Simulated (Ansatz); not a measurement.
LiF:
Space group Fm-3m (No. 225); a = b = c = 3.909 Å, α = β = γ = 90.00°

| atom | site | symmetry | x | y | z |
|---|---|---|---|---|---|
| Li | 4a | m-3m | 0.0000 | 0.0000 | 0.0000 |
| F | 4b | m-3m | 0.5000 | 0.5000 | 0.5000 |
(The calculation used a cell of 2 atoms; values per cell refer to that cell.)

Relaxed with LDA.

Problem. Decompose the optical modes at the zone centre into irreducible representations, and say which are infrared and Raman allowed.

Solution. Point group m-3m: Γ_opt = T1u. Infrared: T1u. Raman: none.

Problem. Assign frequencies (DFPT, the program Ansatz at the LDA level (PAW); without the LO–TO term).

Solution. T1u 339 cm⁻¹.

The cell was relaxed with LDA under the symmetry of its start; phonons on a q-mesh show no instability.

Potentials: the later of the program's two PAW sets.
